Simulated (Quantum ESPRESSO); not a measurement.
## TiGaHf2O7F (finding a planted mistake in a log)

Simulated, not a measurement. The program is pw.x of Quantum ESPRESSO 7.5 (plane-wave density functional theory). The cell is made up: 12 atoms on a fluorite lattice, with randomly drawn elements, strain and displacements, not relaxed. PseudoDojo standard norm-conserving files (v0.5 for PBE, v0.4.1 for LDA and PBEsol) set the functional; there is no spin polarisation, spin-orbit coupling or dispersion term, and the masses in the input are unused placeholders.

The hafnium pseudopotential is less sure than the others, with forces about 3 percent (worst 6) and pressure in oxides about 1.5 GPa (worst 2.7) from a second method in checks, which no rerun with the same files tests.

Intended input:

```
&control calculation='scf', pseudo_dir='./dojo.nc.sr.pbe.v0_5.standard.upf', outdir='./o', disk_io='low', tprnfor=.true., tstress=.true. /
&system ibrav=0, nat=12, ntyp=5, nbnd=55, ecutwfc=84.00895049, nosym=.true., tot_charge=0,
 occupations='smearing', smearing='fd', degauss=0.0018374661
/
&electrons conv_thr=7.350e-09, electron_maxstep=60, /
ATOMIC_SPECIES
F 1.0 F.upf
Ga 1.0 Ga.upf
Hf 1.0 Hf.upf
O 1.0 O.upf
Ti 1.0 Ti.upf
CELL_PARAMETERS angstrom
4.9656 0.0 0.0
0.0 4.9656 0.0
0.0 0.0 4.9656
ATOMIC_POSITIONS angstrom
Ti -0.0155 -0.0432 0.0064
Ga 0.1543 2.4318 2.5717
Hf 2.5336 0.0003 2.457
Hf 2.5272 2.5461 -0.1236
O 1.2966 1.4277 1.1457
O 1.3687 1.217 3.6331
O 1.364 3.7844 1.16
O 1.3565 3.7038 3.6832
O 3.8057 1.2293 1.292
F 3.8418 1.137 3.6039
O 3.5865 3.5868 1.1702
O 3.5788 3.687 3.6654
K_POINTS automatic
5 5 5 1 1 1
```

The log is shortened where brackets say so; the opening notice, blank lines, dates and the lines on written files are dropped, and the path of the files is cut. It prints rydbergs, bohrs and kilobars, and counts compression as positive stress. Where no state is partly filled, the Fermi energy that it prints is only some level between the filled and the empty states on the mesh, and need not lie in the true gap.

Log of the intended run:

```
     Program PWSCF v.7.5
     Parallel version (MPI & OpenMP), running on       4 processor cores
     Number of MPI processes:                 4
     Threads/MPI process:                     1
     [start-up lines left out]
     bravais-lattice index     =            0
     lattice parameter (alat)  =       9.3836  a.u.
     unit-cell volume          =     826.2506 (a.u.)^3
     number of atoms/cell      =           12
     number of atomic types    =            5
     number of electrons       =        98.00
     number of Kohn-Sham states=           55
     kinetic-energy cutoff     =      84.0090  Ry
     charge density cutoff     =     336.0358  Ry
     scf convergence threshold =      7.3E-09
     mixing beta               =       0.7000
     number of iterations used =            8  plain     mixing
     Exchange-correlation= PBE
                           (   1   4   3   4   0   0   0)
     [axes and pseudopotential details left out]
   Cartesian axes
     site n.     atom                  positions (alat units)
         1        Ti     tau(   1) = (  -0.0031215  -0.0086999   0.0012889  )
         2        Ga     tau(   2) = (   0.0310738   0.4897293   0.5179032  )
         3        Hf     tau(   3) = (   0.5102304   0.0000604   0.4948043  )
         4        Hf     tau(   4) = (   0.5089415   0.5127477  -0.0248913  )
         5        O      tau(   5) = (   0.2611165   0.2875181   0.2307274  )
         6        O      tau(   6) = (   0.2756364   0.2450862   0.7316538  )
         7        O      tau(   7) = (   0.2746899   0.7621234   0.2336072  )
         8        O      tau(   8) = (   0.2731795   0.7458917   0.7417432  )
         9        O      tau(   9) = (   0.7664129   0.2475632   0.2601901  )
        10        F      tau(  10) = (   0.7736829   0.2289754   0.7257733  )
        11        O      tau(  11) = (   0.7222692   0.7223296   0.2356614  )
        12        O      tau(  12) = (   0.7207185   0.7425085   0.7381585  )
     number of k points=    63  Fermi-Dirac smearing, width (Ry)=  0.0018
                       cart. coord. in units 2pi/alat
        k(    1) = (   0.1000000   0.1000000   0.1000000), wk =   0.0320000
        k(    2) = (   0.1000000   0.1000000   0.3000000), wk =   0.0320000
     [further k points left out]
     Dense  grid:    86119 G-vectors     FFT dimensions: (  60,  60,  60)
     Estimated max dynamical RAM per process >     302.33 MB
     Estimated total dynamical RAM >       1.12 GB
     Initial potential from superposition of free atoms
     starting charge      97.9920, renormalised to      98.0000
     Starting wfcs are   71 randomized atomic wfcs
     total cpu time spent up to now is        5.5 secs
     per-process dynamical memory:   232.3 Mb
     Self-consistent Calculation
     iteration #  1     ecut=    84.01 Ry     beta= 0.70
     Davidson diagonalization with overlap
     ethr =  1.00E-02,  avg # of iterations =  2.0
     total cpu time spent up to now is       14.5 secs
     total energy              =    -776.55232459 Ry
     estimated scf accuracy    <       4.88068655 Ry
     iteration #  2     ecut=    84.01 Ry     beta= 0.70
     Davidson diagonalization with overlap
     ethr =  4.98E-03,  avg # of iterations =  5.4
     total cpu time spent up to now is       27.6 secs
     total energy              =    -771.98219057 Ry
     estimated scf accuracy    <      57.87640648 Ry
     [iterations 3 to 13 left out]
     iteration # 14     ecut=    84.01 Ry     beta= 0.70
     Davidson diagonalization with overlap
     ethr =  2.68E-10,  avg # of iterations =  2.0
     total cpu time spent up to now is      154.8 secs
     total energy              =    -779.10938882 Ry
     estimated scf accuracy    <       0.00000003 Ry
     iteration # 15     ecut=    84.01 Ry     beta= 0.70
     Davidson diagonalization with overlap
     ethr =  3.42E-11,  avg # of iterations =  3.4
     total cpu time spent up to now is      164.5 secs
     End of self-consistent calculation
     [lines on levels left out]
     the Fermi energy is    12.3387 ev
!    total energy              =    -779.10938883 Ry
     estimated scf accuracy    <          2.6E-09 Ry
     smearing contrib. (-TS)   =      -0.00000000 Ry
     internal energy E=F+TS    =    -779.10938883 Ry
     The total energy is F=E-TS. E is the sum of the following terms:
     one-electron contribution =    -169.65299007 Ry
     hartree contribution      =     152.21535813 Ry
     xc contribution           =    -186.81670448 Ry
     ewald contribution        =    -574.85505241 Ry
     convergence has been achieved in  15 iterations
     Forces acting on atoms (cartesian axes, Ry/au):
     atom    1 type  5   force =     0.07941631   -0.04864772    0.13067277
     atom    2 type  2   force =     0.04212181    0.03062582   -0.09304579
     atom    3 type  3   force =    -0.07268596   -0.03949880   -0.13477183
     atom    4 type  3   force =    -0.07908309   -0.05006705    0.11464766
     atom    5 type  4   force =    -0.05522238   -0.06676941    0.01896979
     atom    6 type  4   force =    -0.05552718   -0.01952838    0.01609751
     atom    7 type  4   force =    -0.12167087    0.08541654   -0.03016470
     atom    8 type  4   force =    -0.16367972    0.01028566   -0.01910157
     atom    9 type  4   force =     0.04245552   -0.06213759   -0.06267458
     atom   10 type  1   force =     0.03335946    0.03109879    0.07391682
     atom   11 type  4   force =     0.15797329    0.08638920    0.01861357
     atom   12 type  4   force =     0.19254281    0.04283294   -0.03315965
     Total force =     0.485593     Total SCF correction =     0.000139
     Computing stress (Cartesian axis) and pressure
          total   stress  (Ry/bohr**3)                   (kbar)     P=      137.46
   0.00096541   0.00026155   0.00004157          142.02       38.48        6.11
   0.00026155   0.00089811  -0.00024787           38.48      132.12      -36.46
   0.00004157  -0.00024787   0.00093982            6.11      -36.46      138.25
     init_run     :      4.99s CPU      5.21s WALL (       1 calls)
     electrons    :    158.26s CPU    159.01s WALL (       1 calls)
     forces       :      2.07s CPU      2.08s WALL (       1 calls)
     stress       :      6.88s CPU      7.12s WALL (       1 calls)
     [timing details left out]
     PWSCF        :   2m52.51s CPU   2m53.80s WALL
     JOB DONE.
```

A second run was made from an input with one planted mistake. Its log:

```
     Program PWSCF v.7.5
     Parallel version (MPI & OpenMP), running on       4 processor cores
     Number of MPI processes:                 4
     Threads/MPI process:                     1
     [start-up lines left out]
     bravais-lattice index     =            0
     lattice parameter (alat)  =       9.3836  a.u.
     unit-cell volume          =     826.2506 (a.u.)^3
     number of atoms/cell      =           12
     number of atomic types    =            5
     number of electrons       =        97.00
     number of Kohn-Sham states=           55
     kinetic-energy cutoff     =      84.0090  Ry
     charge density cutoff     =     336.0358  Ry
     scf convergence threshold =      7.3E-09
     mixing beta               =       0.7000
     number of iterations used =            8  plain     mixing
     Exchange-correlation= PBE
                           (   1   4   3   4   0   0   0)
     [axes and pseudopotential details left out]
   Cartesian axes
     site n.     atom                  positions (alat units)
         1        Ti     tau(   1) = (  -0.0031215  -0.0086999   0.0012889  )
         2        Ga     tau(   2) = (   0.0310738   0.4897293   0.5179032  )
         3        Hf     tau(   3) = (   0.5102304   0.0000604   0.4948043  )
         4        Hf     tau(   4) = (   0.5089415   0.5127477  -0.0248913  )
         5        O      tau(   5) = (   0.2611165   0.2875181   0.2307274  )
         6        O      tau(   6) = (   0.2756364   0.2450862   0.7316538  )
         7        O      tau(   7) = (   0.2746899   0.7621234   0.2336072  )
         8        O      tau(   8) = (   0.2731795   0.7458917   0.7417432  )
         9        O      tau(   9) = (   0.7664129   0.2475632   0.2601901  )
        10        F      tau(  10) = (   0.7736829   0.2289754   0.7257733  )
        11        O      tau(  11) = (   0.7222692   0.7223296   0.2356614  )
        12        O      tau(  12) = (   0.7207185   0.7425085   0.7381585  )
     number of k points=    63  Fermi-Dirac smearing, width (Ry)=  0.0018
                       cart. coord. in units 2pi/alat
        k(    1) = (   0.1000000   0.1000000   0.1000000), wk =   0.0320000
        k(    2) = (   0.1000000   0.1000000   0.3000000), wk =   0.0320000
     [further k points left out]
     Dense  grid:    86119 G-vectors     FFT dimensions: (  60,  60,  60)
     Estimated max dynamical RAM per process >     302.33 MB
     Estimated total dynamical RAM >       1.12 GB
     Initial potential from superposition of free atoms
     starting charge      97.9920, renormalised to      97.0000
     Starting wfcs are   71 randomized atomic wfcs
     total cpu time spent up to now is        5.3 secs
     per-process dynamical memory:   232.3 Mb
     Self-consistent Calculation
     iteration #  1     ecut=    84.01 Ry     beta= 0.70
     Davidson diagonalization with overlap
     ethr =  1.00E-02,  avg # of iterations =  2.0
     total cpu time spent up to now is       14.1 secs
     total energy              =    -777.63330277 Ry
     estimated scf accuracy    <       4.50713745 Ry
     iteration #  2     ecut=    84.01 Ry     beta= 0.70
     Davidson diagonalization with overlap
     ethr =  4.65E-03,  avg # of iterations =  3.3
     total cpu time spent up to now is       26.1 secs
     total energy              =    -772.97525043 Ry
     estimated scf accuracy    <      55.37048114 Ry
     [iterations 3 to 19 left out]
     iteration # 20     ecut=    84.01 Ry     beta= 0.70
     Davidson diagonalization with overlap
     ethr =  2.67E-11,  avg # of iterations =  3.0
     total cpu time spent up to now is      200.4 secs
     total energy              =    -779.95899243 Ry
     estimated scf accuracy    <       0.00000002 Ry
     iteration # 21     ecut=    84.01 Ry     beta= 0.70
     Davidson diagonalization with overlap
     ethr =  2.22E-11,  avg # of iterations =  1.8
     total cpu time spent up to now is      208.6 secs
     End of self-consistent calculation
     [lines on levels left out]
     the Fermi energy is    11.2480 ev
!    total energy              =    -779.95899243 Ry
     estimated scf accuracy    <          5.7E-09 Ry
     smearing contrib. (-TS)   =      -0.00084693 Ry
     internal energy E=F+TS    =    -779.95814549 Ry
     The total energy is F=E-TS. E is the sum of the following terms:
     one-electron contribution =    -170.72785336 Ry
     hartree contribution      =     151.31581687 Ry
     xc contribution           =    -185.69105659 Ry
     ewald contribution        =    -574.85505241 Ry
     convergence has been achieved in  21 iterations
     Forces acting on atoms (cartesian axes, Ry/au):
     atom    1 type  5   force =     0.05725149   -0.04463633    0.08669986
     atom    2 type  2   force =     0.02928845    0.02613442   -0.06090263
     atom    3 type  3   force =    -0.05991347   -0.03438258   -0.08504371
     atom    4 type  3   force =    -0.06298670   -0.06933183    0.07733963
     atom    5 type  4   force =    -0.05348600   -0.06895309    0.01685006
     atom    6 type  4   force =    -0.06183253   -0.01402138    0.01791149
     atom    7 type  4   force =    -0.11241935    0.06380557   -0.03058983
     atom    8 type  4   force =    -0.15597075    0.02111645   -0.01705440
     atom    9 type  4   force =     0.04723443   -0.04271390   -0.07179189
     atom   10 type  1   force =     0.03474186    0.02868609    0.07378621
     atom   11 type  4   force =     0.14847454    0.09088826    0.02170185
     atom   12 type  4   force =     0.18961803    0.04340832   -0.02890665
     Total force =     0.431139     Total SCF correction =     0.000237
     Computing stress (Cartesian axis) and pressure
          total   stress  (Ry/bohr**3)                   (kbar)     P=      -81.45
  -0.00065025   0.00027364   0.00006413          -95.65       40.25        9.43
   0.00027364  -0.00062469  -0.00022070           40.25      -91.90      -32.47
   0.00006413  -0.00022070  -0.00038620            9.43      -32.47      -56.81
     init_run     :      5.05s CPU      5.20s WALL (       1 calls)
     electrons    :    202.74s CPU    203.28s WALL (       1 calls)
     forces       :      2.05s CPU      2.06s WALL (       1 calls)
     stress       :      6.92s CPU      7.13s WALL (       1 calls)
     [timing details left out]
     PWSCF        :   3m36.91s CPU   3m37.90s WALL
     JOB DONE.
```

Question: what was wrong in the second input?

Answer: the cell has the wrong charge. The input lines that differ, file-writing options aside:

```
- &system ibrav=0, nat=12, ntyp=5, nbnd=55, ecutwfc=84.00895049, nosym=.true., tot_charge=0,
+ &system ibrav=0, nat=12, ntyp=5, nbnd=55, ecutwfc=84.00895049, nosym=.true., tot_charge=1,
```

```
                                            intended run  run with the mistake
                          free energy (eV)    -10600.323            -10611.883
                    smearing term -TS (eV)        0.0000               -0.0115
                            pressure (GPa)         13.75                 -8.15
            largest force component (eV/Å)         4.950                 4.875
largest change of a force component (eV/Å)                               1.279
                                iterations            15                    21
```

For scale, a rerun of the intended cell at 1437 eV and a 7 x 7 x 7 mesh moved values by no more than 0.003 eV in energy, 0.04 GPa in stress and 0.003 eV/Å in force. The charged cell sits in a uniform background, so its energy and stress rest on the program's zero of potential.